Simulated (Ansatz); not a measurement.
Li2BrCl, ordered on the rocksalt lattice (R-3m) with 4 atoms a cell, relaxed with r2SCAN: 5 runs in the PAW code Ansatz, each a calculation of independent-particle optics. The symmetry is R-3m (No. 166, trigonal); conventional cell a = 3.752 Å, c = 18.349 Å, 18.64 Å³ an atom. Cl has 6 Li at 2.61 Å; Br has 6 Li at 2.70 Å; Li has 3 Cl at 2.61 Å and 3 Br at 2.70 Å. Note: simulated data, non-magnetic, for a generated structure that need not be the stable one.

```yaml
crystal:
  lattice:
    - [1.87607, 1.08315, 6.11642]
    - [-1.87607, 1.08315, 6.11642]
    - [0.00000, -2.16629, 6.11642]
  atoms:
    - { symbol: Cl, position: [0.00000, 0.00000, 0.00000] }
    - { symbol: Br, position: [0.50000, 0.50000, 0.50000] }
    - { symbol: Li, position: [0.25436, 0.25436, 0.25436] }
    - { symbol: Li, position: [0.74564, 0.74564, 0.74564] }
```

On meshes this coarse, single peaks can be features of the mesh. No local fields, no excitons; the zone sum runs over the cells of the mesh, and ε∞ includes the bands left out of the spectrum. Up to four peaks are listed, those above 15 % of the tallest and inside the complete range; the four can differ from row to row. Rows marked drawn have settings drawn at random (some not listed).

```
functional  k mesh  broadening (eV)    scissors (eV)  range (eV)  settings  direct gap on the mesh before scissors (eV)  ε∞ xx  ε∞ yy  ε∞ zz  complete up to (eV)  tallest peaks of mean ε₂ (eV)
       PBE   6×6×6              0.1             0.00        0–20    chosen                                         5.08   3.53   3.53   3.51                 20.0            7.60 8.45 9.35 9.90
    r2SCAN   6×6×6              0.1             0.00        0–20    chosen                                         5.91   3.22   3.22   3.22                 20.0          9.30 9.85 10.10 10.70
       PBE   6×6×6              0.1  1.23 (to HSE06)        0–20    chosen                                         5.08   3.23   3.23   3.22                 20.0          8.85 9.70 10.60 11.15
    PBEsol   4×4×4             0.25             1.50         0–6     drawn                                         4.91   3.24   3.24   3.23                  6.0                           none
       LDA   8×8×8             0.03             2.50         0–6     drawn                                         4.77   3.09   3.09   3.08                  6.0                           none
```

Spin-orbit coupling is left out.
